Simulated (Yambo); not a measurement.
Yambo run on KF (rock salt, space group Fm-3m, No. 225) under isotropic strain of -1.5 % on all lattice vectors. The wavefunctions come from this Quantum ESPRESSO step (PBEsol, PseudoDojo standard norm-conserving files, scalar-relativistic):

```
&CONTROL
  calculation = 'nscf'
  pseudo_dir = './pseudo'
  outdir = './out'
/
&SYSTEM
  ibrav = 0
  nat = 2
  ntyp = 2
  ecutwfc = 84.0
  ecutrho = 336.0
  occupations = 'fixed'
  force_symmorphic = .true.
  nbnd = 142
/
&ELECTRONS
  conv_thr = 2e-09
  diago_full_acc = .true.
  diago_thr_init = 1e-08
/
ATOMIC_SPECIES
F 18.9984 F.upf
K 39.0983 K.upf
CELL_PARAMETERS angstrom
  0.000000000000   2.611154339376   2.611154339376
  2.611154339376   0.000000000000   2.611154339376
  2.611154339376   2.611154339376   0.000000000000
ATOMIC_POSITIONS crystal
F   0.499999858579   0.499999858579   0.499999858579
K   0.999999858579   0.999999858579   0.999999858579
K_POINTS automatic
4 4 4 0 0 0
```

Yambo input:

```
rim_cut
gw0
dyson
el_el_corr
HF_and_locXC
ppa
em1d
RandQpts= 1000000
RandGvec= 1 Ry
EXXRLvcs= 84 Ry
VXCRLvcs= 336 Ry
Chimod= "HARTREE"
% BndsRnXp
 1 | 140 |
%
NGsBlkXp= 14 Ry
% LongDrXp
 1.0 | 1.0 | 1.0 |
%
PPAPntXp= 27.2114 eV
% GbndRnge
 1 | 140 |
%
GTermKind= "BG"
DysSolver= "n"
ExtendOut
% QPkrange
 1 | 1 | 8 | 9 |
 3 | 3 | 8 | 9 |
 8 | 8 | 8 | 9 |
%
```

k points by index: 1 = Γ, 3 = L, 8 = W.

Table of the .qp output:

```
#    K-point    Band    Eo [eV]    E [eV]    E-Eo [eV]    Vxc [eV]    Vnlxc [eV]    Sc|Eo [eV]    Sc|E [eV]    dSc/dw|Eo [eV]    Re(Z)    Im(Z)
#
    1    8    0.000000    -2.685834    -2.685834    -21.74042    -29.54761    4.491297    5.121352    -6.383062    0.809995    -0.001066
    1    9    6.421166    7.553462    1.132295    -8.583529    -4.337144    -2.983840    -3.114090    -3.130026    0.896839    -0.571114E-3
    3    8    -0.417030    -3.146650    -2.729620    -20.89590    -28.70437    4.441011    5.078850    -6.358270    0.810593    -0.001061
    3    9    9.270405    11.08571    1.815301    -11.82129    -6.914362    -2.847859    -3.091629    -3.653998    0.881615    -0.655989E-3
    8    8    -0.135817    -2.881846    -2.746029    -21.25143    -28.93659    4.307440    4.939133    -6.259389    0.812988    -0.001052
    8    9    9.876829    11.69135    1.814519    -10.26270    -5.091156    -3.130809    -3.357023    -3.392291    0.889154    -0.610076E-3
```
(The two width columns are left out.) Convergence of these settings isn't established.

Geometry strained from the cell relaxed with PBEsol, atoms relaxed again.
